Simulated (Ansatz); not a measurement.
**Data sheet: Y₂N (DFT)**

Y2N:
```cif
data_NY2
_chemical_formula_sum 'N1 Y2'
_space_group_name_H-M_alt 'P-3m1'
_space_group_IT_number 164
_space_group_name_Hall '-P 3 2"'
_cell_length_a 3.46383
_cell_length_b 3.46383
_cell_length_c 5.92871
_cell_angle_alpha 90.000
_cell_angle_beta 90.000
_cell_angle_gamma 120.000
loop_
_atom_site_label
_atom_site_type_symbol
_atom_site_symmetry_multiplicity
_atom_site_Wyckoff_symbol
_atom_site_fract_x
_atom_site_fract_y
_atom_site_fract_z
_atom_site_occupancy
N1 N 1 a 0.00000 0.00000 0.00000 1
Y1 Y 2 d 0.33333 0.66667 0.22155 1
```

Space group P-3m1 (No. 164), anti-CdI2 type; conventional cell a = b = 3.4638 Å, c = 5.9287 Å, α = β = 90.00°, γ = 120.00°.

Method: PBEsol (plane waves, PAW; program Ansatz). Geometry: relaxed at this level of theory. Other levels are named where they apply.

### Cell and energy

Volume per atom: 20.53 Å³
Density: 5.17 g/cm³
Formation energy from the elements (no fitted shifts): -1.16 eV/atom

### Electronic structure

- Electronic character = metallic (no gap)
- Density of states at the Fermi level = 1.2 states/eV per atom (mean over ±0.08 eV)
- Gap with spin–orbit coupling = none (metallic)

### Mechanics

- Bulk modulus (Birch–Murnaghan fit): 75.6 GPa
- Pressure derivative B′: 4.0

### Phonons

- Highest zone-centre frequency: 392 cm⁻¹
- Zone-centre stability: no imaginary mode at Γ

A made-up cell: these elements were put on the sites of a structure type; neither database checked (COD, Materials Project) lists it. Its standing as an ambient phase is unchecked. Symmetry was held in the PBEsol relaxation. No spin polarisation was allowed. With an odd number of electrons in the cell and no spin polarisation, the count alone makes it a metal. As this level gives no gap, phonon frequencies hold no LO–TO term and depend on the k-mesh and smearing (Fermi–Dirac, 0.1 eV here). The references are the lowest solids computed at this level, not always the standard phases (solids in place of the gases). Spin–orbit coupling is left out wherever it is not named.

Potentials: the earlier of the program's two PAW sets. The files were generated under PBE; for other functionals the program regenerates the frozen cores, and for LDA and PBEsol the local potential too.
